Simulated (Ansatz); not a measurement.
Suppose Mg2WO4 takes space group F-43m (No. 216), with Mg on 4a and 4c; W on 4b; O on 16e.

Method: DFT PBE, scalar-relativistic, plane waves, PAW in Ansatz 0.2.0. Cutoff 420 eV, Γ-centred mesh, Gaussian smearing, no spin polarisation.

Formation energies are uncorrected and refer to the elements' standard structures at the same level (O₂ as a molecule).

Problem. Predict the relaxed structure.

Solution.

Space group F-43m (No. 216). a = 8.021 Å, b = 8.021 Å, c = 8.021 Å, α = 90.00°, β = 90.00°, γ = 90.00°
| atom | site | symmetry | x | y | z |
| --- | --- | --- | --- | --- | --- |
| Mg | 4a | -43m | 0.0000 | 0.0000 | 0.0000 |
| Mg | 4c | -43m | 0.2500 | 0.2500 | 0.2500 |
| W | 4b | -43m | 0.5000 | 0.0000 | 0.0000 |
| O | 16e | .3m | 0.8713 | 0.3713 | 0.1287 |

Mg on its first site is surrounded by 12 O at 3.32 Å and 4 Mg at 3.47 Å; Mg on its second site is surrounded by 12 O at 3.33 Å, 4 Mg at 3.47 Å and 4 W at 3.47 Å; W has 4 O at 1.79 Å and 4 Mg at 3.47 Å; O has 1 W at 1.79 Å, 3 O at 2.75 Å, 3 O at 2.92 Å and 6 Mg at 3.32–3.33 Å. Another local minimum with the same sites may exist.

Problem. And its energy and gap?

Solution. The energy over the elements is −1.07 eV/atom and the gap on the 8×8×8 mesh of the 7-atom cell is 0 eV (a metal). It lies below the elements, which doesn't yet make it stable against other compounds or structures.

The last run used Gaussian smearing of 0.10 eV. These runs have no spin–orbit coupling, which can matter for W. Symmetry constrained the relaxation, so the result can be a saddle point.
